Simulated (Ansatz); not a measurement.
Relaxed CuAu (CuAu type, space group P4/mmm):

```
CuAu
1.0
    2.88152     0.00000     0.00000
    0.00000     2.88152     0.00000
    0.00000     0.00000     7.22951
Cu Au
2 2
Direct
  0.50000   0.50000   0.25000
  0.50000   0.50000   0.75000
  0.00000   0.00000   0.00000
  0.00000   0.00000   0.50000
```

A phonon eigenvector at Z = (0.0, 0.0, 0.5) is frozen into this cell: atom i moves by Q times the vector below, so Q is the largest atomic displacement, in Å. The cell is held. It is one choice among 2 degenerate patterns. (q is in reciprocal vectors of the primitive cell; the cell shown is doubled to hold the pattern.)

```tsv
atom	x	y	z
Au3	0.000	1.000	0.000
Au4	0.000	-1.000	0.000
```

Atoms not listed stay in place.

The numbers are results of PBE (plane waves to 420 eV, PAW, scalar-relativistic; Ansatz, an electronic-structure program), not measurements. k mesh 16×16×7 (Γ-centred), Fermi-Dirac smearing 0.05 eV. Energies are smeared free energies. With partly filled bands, energies and forces of such displacements shift with the k mesh and the smearing. CuAu is run without spin polarisation. CuAu was relaxed with its symmetry unable to fall. Spin-orbit coupling is left out, though Au is heavy. ΔE is measured from the undisplaced structure.

| Q (Å) | ΔE (meV/cell) |
|---|---|
| -0.180 | 103 |
| -0.120 | 46 |
| -0.060 | 11 |
| 0.000 | 0 |
| 0.060 | 11 |
| 0.120 | 46 |
| 0.180 | 103 |

### Question
Which DFPT wavenumber at Z = (0.0, 0.0, 0.5) belongs to this mode?
A) 66 cm⁻¹
B) 123 cm⁻¹
C) 173 cm⁻¹
D) 101 cm⁻¹

### Answer
A, 66 cm⁻¹. The curvature of the scan gives 66 cm⁻¹

(A displaced cell: forces are minus the slopes of the energy, force constants its curvatures, and phonons follow from these.)
